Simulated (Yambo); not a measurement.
# Optical response of La$_{2}$O$_{3}$

```
La2O3
1.0
    3.93078     0.00000     0.00000
   -1.96539     3.40416     0.00000
    0.00000     0.00000     6.11195
O La
3 2
Direct
  0.66667   0.33333   0.35411
  0.33333   0.66667   0.64589
  0.00000   0.00000   0.00000
  0.66667   0.33333   0.75376
  0.33333   0.66667   0.24624
```

Yambo, RPA with local fields on PBEsol bands shifted by a G0W0 scissor of 1.43 eV; 6×6×4 mesh, 134 bands, 3 Ry local-field block, 0.2 eV broadening; field along x.

```json
[
 {"E (eV)": "0.0", "Im ε": "0.00", "Re ε": "4.20", "Im ε, independent particles": "0.00"},
 {"E (eV)": "0.6", "Im ε": "0.01", "Re ε": "4.21", "Im ε, independent particles": "0.01"},
 {"E (eV)": "1.2", "Im ε": "0.02", "Re ε": "4.26", "Im ε, independent particles": "0.02"},
 {"E (eV)": "1.9", "Im ε": "0.03", "Re ε": "4.34", "Im ε, independent particles": "0.03"},
 {"E (eV)": "2.5", "Im ε": "0.05", "Re ε": "4.46", "Im ε, independent particles": "0.05"},
 {"E (eV)": "3.1", "Im ε": "0.07", "Re ε": "4.64", "Im ε, independent particles": "0.07"},
 {"E (eV)": "3.8", "Im ε": "0.10", "Re ε": "4.90", "Im ε, independent particles": "0.11"},
 {"E (eV)": "4.4", "Im ε": "0.16", "Re ε": "5.29", "Im ε, independent particles": "0.17"},
 {"E (eV)": "5.0", "Im ε": "0.30", "Re ε": "5.94", "Im ε, independent particles": "0.34"},
 {"E (eV)": "5.6", "Im ε": "1.20", "Re ε": "7.08", "Im ε, independent particles": "1.41"},
 {"E (eV)": "6.2", "Im ε": "3.04", "Re ε": "7.31", "Im ε, independent particles": "3.54"},
 {"E (eV)": "6.9", "Im ε": "4.24", "Re ε": "6.62", "Im ε, independent particles": "4.69"},
 {"E (eV)": "7.5", "Im ε": "5.59", "Re ε": "5.38", "Im ε, independent particles": "5.98"},
 {"E (eV)": "8.1", "Im ε": "5.51", "Re ε": "3.96", "Im ε, independent particles": "5.64"},
 {"E (eV)": "8.8", "Im ε": "6.07", "Re ε": "2.90", "Im ε, independent particles": "6.05"},
 {"E (eV)": "9.4", "Im ε": "5.43", "Re ε": "1.77", "Im ε, independent particles": "5.09"},
 {"E (eV)": "10.0", "Im ε": "4.86", "Re ε": "1.58", "Im ε, independent particles": "4.81"},
 {"E (eV)": "10.6", "Im ε": "5.05", "Re ε": "1.85", "Im ε, independent particles": "5.31"},
 {"E (eV)": "11.2", "Im ε": "6.49", "Re ε": "-0.09", "Im ε, independent particles": "6.62"},
 {"E (eV)": "11.9", "Im ε": "4.26", "Re ε": "-2.25", "Im ε, independent particles": "4.18"},
 {"E (eV)": "12.5", "Im ε": "2.30", "Re ε": "-1.94", "Im ε, independent particles": "2.25"},
 {"E (eV)": "13.1", "Im ε": "1.83", "Re ε": "-1.23", "Im ε, independent particles": "1.87"},
 {"E (eV)": "13.8", "Im ε": "1.17", "Re ε": "-0.76", "Im ε, independent particles": "1.18"},
 {"E (eV)": "14.4", "Im ε": "0.79", "Re ε": "-0.37", "Im ε, independent particles": "0.80"},
 {"E (eV)": "15.0", "Im ε": "0.68", "Re ε": "0.16", "Im ε, independent particles": "0.70"},
 {"E (eV)": "15.6", "Im ε": "0.89", "Re ε": "0.50", "Im ε, independent particles": "0.93"},
 {"E (eV)": "16.2", "Im ε": "1.00", "Re ε": "0.54", "Im ε, independent particles": "1.15"},
 {"E (eV)": "16.9", "Im ε": "0.85", "Re ε": "0.53", "Im ε, independent particles": "1.18"},
 {"E (eV)": "17.5", "Im ε": "0.81", "Re ε": "0.62", "Im ε, independent particles": "1.24"},
 {"E (eV)": "18.1", "Im ε": "0.79", "Re ε": "0.85", "Im ε, independent particles": "1.59"},
 {"E (eV)": "18.8", "Im ε": "0.98", "Re ε": "0.93", "Im ε, independent particles": "1.92"},
 {"E (eV)": "19.4", "Im ε": "0.97", "Re ε": "0.91", "Im ε, independent particles": "1.89"},
 {"E (eV)": "20.0", "Im ε": "0.97", "Re ε": "0.87", "Im ε, independent particles": "2.05"}
]
```

Peak heights and small wiggles depend on the k mesh. Convergence of the RPA response with its 6×6×4 mesh was not tested. The scissor comes from a G0W0 run whose convergence isn't established. No excitonic effects at this level.

The 4f states are in the valence at their DFT position.

Geometry of the Materials Project entry, not relaxed at this level.
